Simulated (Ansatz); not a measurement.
This ErTl₃Br structure is the end of a relaxation. The cell was found from a structure generator's guess, not taken from experiment.

The calculation used DFT PBE, scalar-relativistic, plane waves, PAW, and for the lanthanide a 4f-in-core norm-conserving potential, in Ansatz. Cutoff 770 eV, Γ-centred mesh, Gaussian smearing, no spin polarisation.

```
Er Tl Br
1.0
     4.23571    0.00000    0.00000
     0.00000    4.23571    0.00000
     0.00000    0.00000    9.51750
Er Tl Br
1 3 1
Cartesian
  0.0000 0.0000 0.0000
  2.1179 2.1179 1.6170
  2.1179 2.1179 7.9005
  2.1179 2.1179 4.7587
  0.0000 0.0000 4.7587
```

Energies over the elements count from the elements' standard structures at the same level, with no fitted energy shifts. The references include crystalline Br.

(1) Find its symmetry and describe it.

(2) How far does it lie from the elements in energy?

(3) Is it a metal?

Results:

(1) P4/mmm (No. 123). Conventional cell: a = 4.236 Å, c = 9.517 Å. Around Er lie 8 Tl at 3.40 Å; Tl on a site of symmetry 4mm is surrounded by 2 Tl at 3.14–3.23 Å and 4 Er at 3.40 Å; around Tl on a site of symmetry 4/mmm lie 4 Br at 3.00 Å and 2 Tl at 3.14 Å; around Br lie 4 Tl at 3.00 Å.

(2) −0.09 eV/atom. A negative formation energy is needed for stability but isn't enough: competing phases decide.

(3) Yes, bands cross the Fermi level on the 10×10×4 mesh.

The last run used a 10×10×4 mesh (in the run's order of axes) for its 5-atom cell and Gaussian smearing of 0.10 eV. These runs have no spin–orbit coupling, which can matter for Tl. The cell is a metal run without spin; a magnetic state may lie lower. The reference form of Br is held partly by dispersion forces, which this level lacks. A structure relaxed within its symmetry needn't be a true minimum.

The lanthanide is trivalent by construction, without f bands, f moments or other valences. The reference runs of the other elements, and any phases without the lanthanide, used 420 eV, which shifts energies against them by under 10 meV/atom. The lanthanide's reference is the lowest of its hcp, dhcp and fcc cells.
